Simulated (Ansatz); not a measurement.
Nb₃Sn (A15 (Cr3Si type), space group No. 223), a = b = c = 5.258 Å, α = β = γ = 90.00°.

Relaxed with PBEsol.

Question: Decompose the optical modes at the zone centre into irreducible representations, and say which are infrared and Raman allowed.

Answer: Point group m-3m: Γ_opt = A2g + Eg + T1g + 2T1u + T2g + 2T2u. Infrared: T1u. Raman: Eg, T2g.

Question: Assign frequencies (DFPT, PBEsol in the plane-wave PAW code Ansatz).

Answer: T2u 96, T1g 110, T2g 130, T1u 141, A2g 168, Eg 172, T1u 198, T2u 209 cm⁻¹.

Space group Pm-3n (A15 (Cr3Si type)). The PBEsol relaxation kept the symmetry of its start; of distortions, only those at the zone centre were tested. No spin polarisation was allowed. As this level gives no gap, phonon frequencies hold no LO–TO term and depend on the k-mesh and smearing (Fermi–Dirac, 0.1 eV here). Scalar-relativistic: spin–orbit coupling is off unless named, which matters more the heavier the elements.

Potentials: the earlier of the program's two PAW sets.
